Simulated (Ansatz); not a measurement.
Crystals of one structure type (rock salt) and one family of elements, relaxed and computed with plane-wave PAW r²SCAN (Ansatz code).

```
crystal  V (Å³/atom)  K_Hill (GPa)
-------  -----------  ------------
BP             10.06           161
BAs            12.19           133
GaP            16.76          98.6
BiB            18.16          86.0
GaAs           18.92          82.2
InAs           22.92          72.3
GaSb           23.62             ?
```

Fit a straight line to ln K against ln V and predict the withheld value.

Least squares on the 6 shown rows: ln K = -1.01 × ln V + (7.412), with a scatter of 2 %. For GaSb this gives 67.9. The run itself gave 63.4, outside the scatter: the line misses something about this case.

Constructed cells (a structure type filled with these elements, in neither database checked): BP, rock salt; BAs, rock salt; GaP, rock salt; BiB, rock salt; GaAs, rock salt. Typed or built starts, not in the databases checked: GaSb, rock salt. Not the usual ambient phase: BP, rock salt; BAs, rock salt; GaP, rock salt; GaAs, rock salt; InAs, rock salt; GaSb, rock salt. All cells were relaxed under the symmetry of their starts (and spin orders); stability against distortions was not tested throughout. Scalar-relativistic: spin–orbit coupling is off unless named, which matters more the heavier the elements.

Potentials: the later of the program's two PAW sets.
